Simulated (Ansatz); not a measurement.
ReB2 in space group P6/mmm (No. 191; Re on 1a, B on 2d), plane-wave PAW PBE (Ansatz code), all energies at zero smearing, with the estimated change up to a 700 eV cutoff added, with one set of potentials and settings (totals compare only within such a set). Cell of 3 atoms (1 Re, 2 B): -11180.513 eV.

```
element                reference phase  E (eV/atom)
-------  -----------------------------  -----------
Re       P6_3/mmc, 2 atoms in the cell  -10869.3024
B           R-3m, 12 atoms in the cell    -155.9170
```

Formation energy per atom, worked out: (-11180.513 − 1×(-10869.3024) − 2×(-155.9170))/3 = 0.208 eV/atom (20 kJ per mol of atoms), at 0 K, without zero-point energy or fitted corrections.

A made-up cell: these elements were put on the sites of a structure type; neither database checked (COD, Materials Project) lists it. COD files the formula under space group No. 194, so this cell is another polymorph or a model. Its standing as an ambient phase is unchecked. The cell was relaxed with PBE under the symmetry of its start; its stability against distortions is not shown here. No spin polarisation was allowed. The references are the lowest solids computed at this level, not always the standard phases. Spin–orbit coupling is left out wherever it is not named.

Potentials: the earlier of the program's two PAW sets.
